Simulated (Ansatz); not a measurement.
Relaxed-ion elastic tensor of Rh (fcc (Cu type), Fm-3m) in GPa (Voigt order), plane-wave PAW r²SCAN+D4 (Ansatz code); density 12.57 g/cm³, 13.59 Å³ per atom.

```
459  208  208  0.0  0.0  0.0
208  459  208  0.0  0.0  0.0
208  208  459  0.0  0.0  0.0
0.0  0.0  0.0  203  0.0  0.0
0.0  0.0  0.0  0.0  203  0.0
0.0  0.0  0.0  0.0  0.0  203
```

### Question
Is the crystal mechanically stable?

### Answer
Yes: the smallest eigenvalue of C is 203 GPa.

### Question
Work out the Voigt, Reuss and Hill averages.

### Answer
K_V = 292, K_R = 292, K_H = 292; G_V = 172, G_R = 163, G_H = 168 GPa.

### Question
Give Young's modulus, Poisson's ratio, Pugh's ratio and the universal anisotropy index.

### Answer
E = 9KG/(3K + G) = 422 GPa; ν = 0.26; K/G = 1.74 (near the Pugh limit of 1.75, no verdict); A_U = 5G_V/G_R + K_V/K_R − 6 = 0.28.

### Question
Estimate the sound speeds and the Debye temperature.

### Answer
v_l = √((K + 4G/3)/ρ) = 6400 m/s, v_t = √(G/ρ) = 3650 m/s, mean 4060 m/s; Θ = (h/k)(3n/4πV)^(1/3) v_m = 506 K.

### Question
Give the Zener ratio and Young's modulus along [100], [110] and [111].

### Answer
A = 2C44/(C11 − C12) = 1.62; 1/E = S11 − 2(S11 − S12 − S44/2)Γ with Γ = 0, 1/4, 1/3 gives 330, 440, 495 GPa.

Symmetry was held in the r²SCAN+D4 relaxation. The run is not spin-polarised. The pairwise dispersion correction was not fitted to metals. As this level gives no gap, shear constants depend on the k-mesh and smearing (Fermi–Dirac, 0.1 eV here). On the denser mesh and wider smearing of the elastic run this cell carries a stress of 0.4 GPa.

Potentials: the later of the program's two PAW sets.
